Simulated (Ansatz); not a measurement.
CdS:
```xyz
4
Lattice="4.1966 0.0000 0.0000 -2.0983 3.6344 0.0000 0.0000 0.0000 6.8284" Properties=species:S:1:pos:R:3 pbc="T T T"
Cd     2.0983     1.2115     0.0061
Cd     0.0000     2.4229     3.4203
S      2.0983     1.2115     4.2630
S      0.0000     2.4229     0.8488
```

x, y and z are the axes in which the lattice vectors are written.

Task: Give the high-frequency dielectric tensor and the Born effective charge tensors of the independent atoms from DFPT, DFT-PBE in the program Ansatz with PAW potentials.

Result: 
ε∞:
```
6.06  0.00  0.00
0.00  6.06  0.00
0.00  0.00  6.18
```
Z* of atom 1 (Cd), rows: field, columns: displacement, in e:
```
2.18  0.00  0.00
0.00  2.18  0.00
0.00  0.00  2.27
```
Z* of atom 3 (S), rows: field, columns: displacement, in e:
```
-2.18   0.00   0.00
 0.00  -2.18   0.00
 0.00   0.00  -2.27
```

Static charges for comparison (Bader): Cd1 +0.86, S3 -0.86 e. Born charges measure polarisation by displacement and can exceed these by far.

Space group P6_3mc (wurtzite). The PBE relaxation kept the symmetry of its start. Spin–orbit coupling is left out wherever it is not named.

Potentials: the later of the program's two PAW sets.
